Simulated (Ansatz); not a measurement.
Given:

ZnSe:
```cif
data_SeZn
_chemical_formula_sum 'Zn1 Se1'
_space_group_name_H-M_alt 'P 1'
_space_group_IT_number 1
_cell_length_a 3.93671
_cell_length_b 3.93671
_cell_length_c 3.93671
_cell_angle_alpha 60.000
_cell_angle_beta 60.000
_cell_angle_gamma 60.000
loop_
_space_group_symop_operation_xyz
  'x, y, z'
loop_
_atom_site_label
_atom_site_type_symbol
_atom_site_fract_x
_atom_site_fract_y
_atom_site_fract_z
_atom_site_occupancy
Zn1 Zn 0.00000 0.00000 0.00000 1
Se1 Se 0.25000 0.25000 0.25000 1
```

This is the LDA-relaxed structure.

Problem. All from LDA in the plane-wave PAW code Ansatz, unless another level is named. Estimate the Hill bulk and shear moduli.

Solution. 71.7 and 31.2 GPa.

Problem. Give the vibrational entropy at 300 K.

Solution. 35.6 J/(K·mol of atoms).

Space group F-43m (zinc blende). The LDA relaxation kept the symmetry of its start.

Potentials: the earlier of the program's two PAW sets. The files were generated under PBE; for other functionals the program regenerates the frozen cores, and for LDA and PBEsol the local potential too.
